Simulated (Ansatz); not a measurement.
WSe₂ in space group P4_2/mnm (No. 136; W on 2a, Se on 4f) at seven volumes, DFT-PBE in the program Ansatz with PAW potentials, shape and atoms relaxed at each. One row is withheld.

```json
[
 {"V (Å³/atom)": "19.760", "P (GPa)": "?"},
 {"V (Å³/atom)": "20.412", "P (GPa)": "7.87"},
 {"V (Å³/atom)": "21.063", "P (GPa)": "3.58"},
 {"V (Å³/atom)": "21.715", "P (GPa)": "0.00"},
 {"V (Å³/atom)": "22.366", "P (GPa)": "-2.97"},
 {"V (Å³/atom)": "23.017", "P (GPa)": "-5.45"},
 {"V (Å³/atom)": "23.669", "P (GPa)": "-7.52"}
]
```

Fit the shown pressures and predict the withheld one.

P = (3/2)B₀(x^(7/2) − x^(5/2))[1 + (3/4)(B′ − 4)(x − 1)] with x = (V₀/V)^(2/3). Least squares on the six rows gives V₀ = 21.716 Å³/atom, B₀ = 109 GPa, B′ = 5.08. At V = 19.760, x = 1.0649 and P = 13.08 GPa. The run itself gave 13.00 GPa.

The cell is a constructed one: a structure type filled with these elements; neither database checked (COD, Materials Project) lists it. It is not the phase usual at ambient conditions (space group No. 194). The PBE relaxation kept the symmetry of its start; whether a distortion lowers the energy is not shown. No spin polarisation was allowed. Spin–orbit coupling is left out wherever it is not named.

Potentials: the later of the program's two PAW sets.
